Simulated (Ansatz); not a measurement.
# What internal relaxation does to the elastic constants of Mg$_{2}$ZnN$_{2}$

Theory: DFT PBE, scalar-relativistic, plane waves, PAW (Ansatz 0.2.0). Cutoff 420 eV, 16×16×16 k-points (Γ-centred), fixed occupations. No spin polarisation.

Equilibrium structure at this level:
```
Mg Zn N
1.0
    -1.57904    1.57904    6.12163
     1.57904   -1.57904    6.12163
     1.57904    1.57904   -6.12163
Mg Zn N
2 1 2
Cartesian
  0.0000 0.0000 4.0141
  0.0000 0.0000 8.2291
  0.0000 0.0000 0.0000
  0.0000 0.0000 1.8434
  0.0000 0.0000 10.3999
```

The cell was built by swapping an element in a database structure (itself possibly hypothetical) and relaxing; it need not be the stable form of this composition.

Clamped-ion constants (GPa, Voigt order; atoms follow the strain homogeneously):
```
234.1  15.1  41.0   0.0   0.0   0.0
 15.1 234.1  41.0   0.0   0.0   0.0
 40.9  40.9 402.2   0.0   0.0   0.0
  0.0   0.0   0.0  58.7   0.0   0.0
  0.0   0.0   0.0   0.0  58.7   0.0
  0.0   0.0   0.0   0.0   0.0  37.4
```

What are the constants once the atoms relax in each strained cell?

Answers

C11 = 232.2, C12 = 13.2, C13 = 45.7, C22 = 232.2, C23 = 45.7, C33 = 334.2, C44 = 32.0, C55 = 32.0, C66 = 37.4 GPa; the others vanish.
The Voigt shear modulus goes from 82.5 to 66.5 GPa and the Voigt bulk modulus from 118.2 to 112.0 GPa. Relaxation subtracts ΛᵀK⁻¹Λ/V, with Λ the forces that a strain puts on the atoms and K the zone-centre force constants. At a stable cell this can only lower the diagonal constants, and it acts only for strains that share their symmetry with an optical mode; elsewhere, and where the coupling is weak, the constants hardly move.